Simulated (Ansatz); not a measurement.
### Question
Each is relaxed and computed with DFT-PBE in the program Ansatz with PAW potentials. Which is the only one with a gap?
A) BAs, P6_222 (B on 3d, As on 3c)
B) Re2B, P4/nmm (Re on 2a, Re on 2c, B on 2c)
C) BP, rock salt
D) B2Ir, MoSi2 or CaC2 type

### Answer
A, BAs, P6_222 (B on 3d, As on 3c). BAs: gap 0.48 eV (indirect); B2Ir: metal; Re2B: metal; BP: metal. Constructed cells (a structure type filled with these elements, in neither database checked): B2Ir, MoSi2 or CaC2 type; Re2B, P4/nmm (Re on 2a, Re on 2c, B on 2c). Typed or built starts, not in the databases checked: BAs, P6_222 (B on 3d, As on 3c); BP, rock salt. Not the usual ambient phase: BAs, P6_222 (B on 3d, As on 3c); BP, rock salt. All cells were relaxed under the symmetry of their starts (and spin orders); stability against distortions was not tested throughout. Rows with no word on spin ran without spin polarisation. Scalar-relativistic: spin–orbit coupling is off unless named, which matters more the heavier the elements.

Potentials: the earlier of the program's two PAW sets.
